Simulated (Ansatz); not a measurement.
Level of theory: DFT PBE, scalar-relativistic, plane waves, PAW (Ansatz 0.2.0). Cutoff 420 eV, Γ-centred meshes of about 0.25 Å⁻¹ or finer for metals and 0.3 Å⁻¹ for insulators (2π included), Gaussian smearing. No spin polarisation.

These are static total energies at zero pressure.

Two forms of Zr3GeTe4 were relaxed alike.

A.

```xyz
8
Lattice="1.9568 1.1298 18.1406 -1.9568 1.1298 18.1406 0.0000 -2.2595 18.1406" Properties=species:S:1:pos:R:3 pbc="T T T"
Zr    0.0000    0.0000   10.6456
Zr    0.0000    0.0000   43.7762
Zr    0.0000    0.0000    0.0000
Ge    0.0000    0.0000   27.2109
Te    0.0000    0.0000    5.6568
Te    0.0000    0.0000   48.7650
Te    0.0000    0.0000   16.3096
Te    0.0000    0.0000   38.1122
```

B.

```xyz
8
Lattice="3.8073 0.0000 0.0000 -1.9036 3.2972 0.0000 0.0000 0.0000 15.9145" Properties=species:S:1:pos:R:3 pbc="T T T"
Zr    0.0000    0.0000    7.9573
Zr    0.0000    0.0000    4.0431
Zr    0.0000    0.0000   11.8714
Ge    0.0000    0.0000    0.0000
Te    0.0000    2.1981   13.8191
Te    0.0000    2.1981    6.0085
Te    1.9036    1.0991    2.0955
Te    1.9036    1.0991    9.9060
```

Problem. Which would you expect to be lower, and how large is the difference?

Solution. A is lower, by 246 meV/atom. A has space group R-3m (No. 166), 30.1 Å³/atom and no gap on its mesh; B has space group P-3m1 (No. 164), 25.0 Å³/atom and no gap. Counting Ge or Te atoms around Zr (for each partner element, those within 1.25 times its shortest distance or 1.15 times the sum of covalent radii, where it is the nearest in units of that sum or under 1.3), A and B both have Zr 6. Both come from trial cells of a structure search.

Weakly bound directions are ill-defined at this level, which has no dispersion term (R-3m), and this can change margins and order among such cells. These runs have no spin–orbit coupling, which can matter for Te. Trial moments fell under 0.15 μB along the way in P-3m1; another start might hold them. Cells relaxed within their symmetry can be saddle points.
